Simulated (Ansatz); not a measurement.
Relaxed BaTiO$_{3}$ (cubic perovskite):

```xyz
10
Lattice="8.0385 0.0000 0.0000 0.0000 4.0192 0.0000 0.0000 0.0000 4.0192" Properties=species:S:1:pos:R:3 pbc="T T T"
Ba     0.0000     0.0000     0.0000
Ba     4.0192     0.0000     0.0000
Ti     2.0096     2.0096     2.0096
Ti     6.0289     2.0096     2.0096
O      0.0000     2.0096     2.0096
O      4.0192     2.0096     2.0096
O      2.0096     2.0096     0.0000
O      6.0289     2.0096     0.0000
O      2.0096     0.0000     2.0096
O      6.0289     0.0000     2.0096
```

A phonon eigenvector at X = (0.5, 0.0, 0.0) is frozen into this cell: atom i moves by Q times the vector below, so Q is the largest atomic displacement, in Å. The cell is held. It is one choice among 2 degenerate patterns. (q is in reciprocal vectors of the primitive cell; the cell shown is doubled to hold the pattern.)

| atom | x | y | z |
|---|---|---|---|
| Ti3 | 0.000 | 0.000 | 0.204 |
| Ti4 | 0.000 | 0.000 | -0.204 |
| O7 | 0.000 | 0.000 | 0.983 |
| O8 | 0.000 | 0.000 | -0.983 |
| O9 | 0.000 | 0.000 | -1.000 |
| O10 | 0.000 | 0.000 | 1.000 |

Atoms not listed stay in place.

These are PBE (plane waves to 420 eV, PAW, scalar-relativistic; Ansatz, a first-principles code) values and carry that method's errors. k mesh 4×8×8 (Γ-centred), Fermi-Dirac smearing 0.05 eV. Energies are smeared free energies. BaTiO3 is run without spin polarisation. BaTiO3 was relaxed with its symmetry unable to fall. This is a high-temperature form of BaTiO3. The zero of ΔE is the undisplaced structure.

```tsv
Q (Å)	ΔE (meV/cell)
-0.2800	1761
-0.2333	1211
-0.1867	769
-0.1400	430
-0.0933	withheld
-0.0467	47
0.0000	0
0.0467	47
0.0933	withheld
0.1400	430
0.1867	769
0.2333	1211
0.2800	1761
```

Fit an even polynomial form (powers 2, 4) to the given rows and predict ΔE at Q = 0.0933.

Least squares on the 11 given rows: ΔE = (21750)·Q² + (9047)·Q⁴, in meV/cell with Q in Å; root-mean-square residual 0.3 meV/cell. At 0.0933 the fit gives 190 meV/cell; the calculation gives 190 meV/cell, the same to the digits shown. The quadratic term alone would give 189 meV/cell.

(A displaced cell: forces are minus the slopes of the energy, force constants its curvatures, and phonons follow from these.)
